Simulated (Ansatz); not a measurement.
With DFT-LDA in the program Ansatz with PAW potentials, NbAs in the tetragonal phase (I4_1md; Nb on 4a, As on 4a) relaxes to a = 3.417 Å, c = 11.532 Å. As has 6 nearest neighbours from 2.59 Å (trigonal prismatic). Against the elements it lies at -0.77 eV/atom, with no fitted shifts.

Electronic character: no gap, with almost no states at the Fermi level (zero-gap or semimetallic).

An equation-of-state fit gives a bulk modulus of 183 GPa.

The LDA relaxation kept the symmetry of its start. The run is not spin-polarised. A small band overlap can be real or an error of a semilocal functional. The references are the lowest solids computed at this level, not always the standard phases. Scalar-relativistic: spin–orbit coupling is off unless named, which matters more the heavier the elements.

Potentials: the later of the program's two PAW sets.
